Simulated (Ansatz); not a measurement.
Zr (hcp (Mg type), P6_3/mmc) is relaxed with the program Ansatz at the r²SCAN level (PAW). What lattice parameters of the conventional cell result?

a = 3.247 Å, c = 5.152 Å.

Symmetry was held in the r²SCAN relaxation. No spin polarisation was allowed. Axis ratios of metals converge slowly with the k-mesh, so a and c are less sure than the volume.

Potentials: the earlier of the program's two PAW sets.
